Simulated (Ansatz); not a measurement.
## Si: relaxed-ion elastic tensor

The calculation used DFT PBE, scalar-relativistic, plane waves, PAW (Ansatz 0.2.0). Plane waves to 420 eV; Γ-centred k mesh 8×8×8; fixed occupations. No spin polarisation.

Equilibrium structure at this level:
```yaml
crystal:
  lattice:
    - [0.00000, 2.73520, 2.73520]
    - [2.73520, 0.00000, 2.73520]
    - [2.73520, 2.73520, 0.00000]
  atoms:
    - { symbol: Si, position: [0.00000, 0.00000, 0.00000] }
    - { symbol: Si, position: [0.25000, 0.25000, 0.25000] }
```

The cell has the diamond type, in a space group that the Crystallography Open Database lists for this formula; it was reached from a generator's guess.

Question: Give the relaxed-ion elastic constants (GPa, Voigt order xx yy zz yz xz xy, on the Cartesian axes of the cell above).

Answer:
C11 = 153.0, C12 = 56.8, C13 = 56.8, C22 = 153.0, C23 = 56.8, C33 = 153.0, C44 = 74.2, C55 = 74.2, C66 = 74.2 GPa; the others vanish.

Question: Is the crystal stable against homogeneous strain?

Answer: Yes: the least eigenvalue of the tensor is 74.2 GPa.

Question: And the moduli of a polycrystal (Hill averages)?

Answer: B = 89 GPa, G = 62 GPa, E = 152 GPa, ν = 0.22.
